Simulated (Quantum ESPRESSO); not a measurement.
```
CELL_PARAMETERS angstrom
      1.66066     0.95879     6.00298
     -1.66066     0.95879     6.00298
      0.00000    -1.91757     6.00298
ATOMIC_POSITIONS crystal
  Mg 0.22282 0.22282 0.22282
  Mg 0.77718 0.77718 0.77718
  N  0.50000 0.50000 0.50000
  Cl 0.00000 0.00000 0.00000
```
The cell comes from the Materials Project (a computed structure). It is Mg2NCl in R-3m; whether this form has been observed was not checked. Stability against distortions was not tested. Forces on the atoms reach 0.13 eV/Å at this level.

A lattice sum over point charges, one formal value an element (Mg +2, N -3, Cl -1), with no Sternheimer factor, costs far less than a self-consistent run. Taken along the main axis of each site's self-consistent tensor, it gives:

| site | V along that axis, point charges (a.u.) |
|---|---|
| Mg (atoms 1, 2) | 0.029 |
| N (atom 3) | -0.032 |
| Cl (atom 4) | 0.021 |

Problem. How do the values of PBE PAW (JTH datasets; density from pw.x of a modified build of Quantum ESPRESSO, gradients reconstructed from it by a script) compare?

Solution. 
```tsv
site	Vzz, PAW (a.u.)	PAW over point charges
Mg	0.205	7.0
N	0.105	-3.3
Cl	0.598	28
```
Along that axis the sign differs on N.  Cores are frozen. Against all-electron runs on small test molecules, this scheme's |Vzz| missed by under 1 % on N, −3 to −9 % on Cl. Mg had no test against all-electron runs.
